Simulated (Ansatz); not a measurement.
W (bcc (W type), Im-3m) at seven volumes, LDA in the plane-wave PAW code Ansatz, scaled uniformly. One row is withheld.

| V (Å³/atom) | P (GPa) |
|---|---|
| 14.031 | 38.10 |
| 14.493 | 23.46 |
| 14.956 | 10.85 |
| 15.419 | 0.00 |
| 15.881 | -9.38 |
| 16.344 | ? |
| 16.806 | -24.28 |

Q: Fit the shown pressures and predict the withheld one.

A: P = (3/2)B₀(x^(7/2) − x^(5/2))[1 + (3/4)(B′ − 4)(x − 1)] with x = (V₀/V)^(2/3). Least squares on the six rows gives V₀ = 15.418 Å³/atom, B₀ = 335 GPa, B′ = 3.99. At V = 16.344, x = 0.9619 and P = -17.39 GPa. The run itself gave -17.42 GPa.

Symmetry was held in the LDA relaxation. No spin polarisation was allowed. Spin–orbit coupling is left out wherever it is not named.

Potentials: the later of the program's two PAW sets.
